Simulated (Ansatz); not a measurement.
All numbers below come from DFT PBE, scalar-relativistic, plane waves, PAW (Ansatz). All cells share a 420 eV cutoff and Γ-centred k meshes spaced at most about 0.3 Å⁻¹ (about 0.25 or finer for metals, 2π included). No spin polarisation in the final relaxations.

These are static total energies at zero pressure.

Compare these two cells of ZrAl2N3, each relaxed at this level.

A.

Space group P3m1 (No. 156). a = 3.250 Å, b = 3.250 Å, c = 8.077 Å, α = 90.00°, β = 90.00°, γ = 120.00°
| atom | site | symmetry | x | y | z |
| --- | --- | --- | --- | --- | --- |
| Zr | 1b | 3m. | 0.3333 | 0.6667 | 0.6725 |
| Al | 1a | 3m. | 0.0000 | 0.0000 | 0.0099 |
| Al | 1c | 3m. | 0.6667 | 0.3333 | 0.3184 |
| N | 1b | 3m. | 0.3333 | 0.6667 | 0.9436 |
| N | 1c | 3m. | 0.6667 | 0.3333 | 0.5569 |
| N | 1a | 3m. | 0.0000 | 0.0000 | 0.2487 |

B.

Space group P6_3/mmc (No. 194). a = 2.974 Å, b = 2.974 Å, c = 15.819 Å, α = 90.00°, β = 90.00°, γ = 120.00°
| atom | site | symmetry | x | y | z |
| --- | --- | --- | --- | --- | --- |
| Zr | 2d | -6m2 | 0.3333 | 0.6667 | 0.7500 |
| Al | 4f | 3m. | 0.3333 | 0.6667 | 0.0804 |
| N | 4e | 3m. | 0.0000 | 0.0000 | 0.6572 |
| N | 2a | -3m. | 0.0000 | 0.0000 | 0.0000 |

Question: Which form is favoured at zero pressure, and by what margin per atom?

Answer: A is lower, by 0.30 eV/atom. A has Zr and Al ordered on zinc blende sites, space group P3m1 (No. 156), 12.3 Å³/atom and no gap on its mesh; B has space group P6_3/mmc (No. 194), 10.1 Å³/atom and no gap. Counting N atoms around Al and Zr (those within 1.25 times the shortest such distance or 1.15 times the sum of covalent radii), A has Zr 4, Al 4 and B has Zr 6, Al 6. The lower one is the more open, so pressure narrows the difference. In A, Zr has 4 N at 2.10–2.19 Å; Al on its first site is surrounded by 4 N at 1.93–1.95 Å; N on its first site has 3 Al at 1.95 Å and 1 Zr at 2.19 Å; 3 more sites not described. In B, Zr is surrounded by 6 N at 2.26 Å, 6 Zr at 2.97 Å and 6 Al at 3.19 Å; Al has 6 N at 2.10–2.14 Å, 9 Al at 2.97–3.07 Å and 3 Zr at 3.19 Å; N on a site of symmetry 3m has 3 Al at 2.10 Å, 3 Zr at 2.26 Å and 1 N at 2.49 Å; 1 more site not described. Both come from invented guesses. A third cell relaxed alike, in P-3m1, lies 39 meV/atom below the lower of the two.

A magnetic state wasn't ruled out in cells without spin, among them P3m1. Cells relaxed within their symmetry can be saddle points.
